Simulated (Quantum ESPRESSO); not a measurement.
## Band energies of K2LiAlF6

```xyz
10
Lattice="0.0000 3.9893 3.9893 3.9893 0.0000 3.9893 3.9893 3.9893 0.0000" Properties=species:S:1:pos:R:3 pbc="T T T"
Li     3.9893     3.9893     3.9893
F      1.8448     3.9893     3.9893
F      6.1338     3.9893     3.9893
F      3.9893     1.8448     3.9893
F      3.9893     6.1338     3.9893
F      3.9893     3.9893     1.8448
F      3.9893     3.9893     6.1338
Al     0.0000     0.0000     0.0000
K      5.9840     5.9840     5.9840
K      1.9947     1.9947     1.9947
```

PBEsol (Quantum ESPRESSO, PseudoDojo norm-conserving, 84 Ry, scalar-relativistic); path ΓXWKΓLUWLK,UX; energies in eV from the valence-band maximum.

```csv
k (1/Å),point,band 29,band 30,band 31,band 32,band 33,band 34,band 35,band 36
0.00,Γ,-0.43,-0.43,0.00,0.00,0.00,7.32,10.13,10.13
0.20,,-0.46,-0.46,-0.07,-0.07,0.00,7.58,10.26,10.26
0.59,,-0.61,-0.61,-0.43,-0.43,-0.02,9.20,10.76,10.86
0.79,X,-0.62,-0.62,-0.52,-0.52,-0.02,9.98,10.36,10.95
0.79,W,-0.76,-0.67,-0.53,-0.23,-0.23,10.45,10.61,10.61
1.07,K,-0.79,-0.58,-0.46,-0.39,-0.11,10.24,10.29,10.64
1.23,,-0.71,-0.53,-0.37,-0.26,-0.20,9.53,10.61,10.62
1.57,,-0.53,-0.46,-0.15,-0.13,-0.07,8.01,10.39,10.53
1.73,,-0.46,-0.44,-0.05,-0.04,-0.02,7.51,10.22,10.23
1.90,Γ,-0.43,-0.43,0.00,0.00,0.00,7.32,10.13,10.13
2.07,,-0.44,-0.44,-0.04,-0.04,-0.02,7.51,10.23,10.23
2.24,,-0.47,-0.47,-0.13,-0.13,-0.08,8.03,10.30,10.53
2.58,L,-0.49,-0.49,-0.25,-0.25,-0.19,9.24,9.77,11.13
2.82,,-0.62,-0.53,-0.33,-0.27,-0.18,9.54,10.01,11.06
3.07,U,-0.79,-0.58,-0.46,-0.39,-0.11,10.24,10.29,10.64
3.07,W,-0.76,-0.67,-0.53,-0.23,-0.23,10.45,10.61,10.61
3.20,,-0.70,-0.63,-0.48,-0.23,-0.22,10.06,10.38,10.95
3.48,,-0.54,-0.51,-0.28,-0.24,-0.19,9.34,9.85,11.12
3.62,L,-0.49,-0.49,-0.25,-0.25,-0.19,9.24,9.77,11.13
3.86,,-0.62,-0.53,-0.33,-0.27,-0.18,9.54,10.01,11.06
3.98,,-0.71,-0.56,-0.41,-0.33,-0.15,9.88,10.24,10.84
4.10,K,-0.79,-0.58,-0.46,-0.39,-0.11,10.24,10.29,10.64
4.10,U,-0.79,-0.58,-0.46,-0.39,-0.11,10.24,10.29,10.64
4.38,X,-0.62,-0.62,-0.52,-0.52,-0.02,9.98,10.36,10.95
```

The PBEsol gap is direct, 7.32 eV at Γ. Another valence extremum on the path lies within 0.02 eV, too close to call.

Geometry of the Materials Project entry, not relaxed at this level.
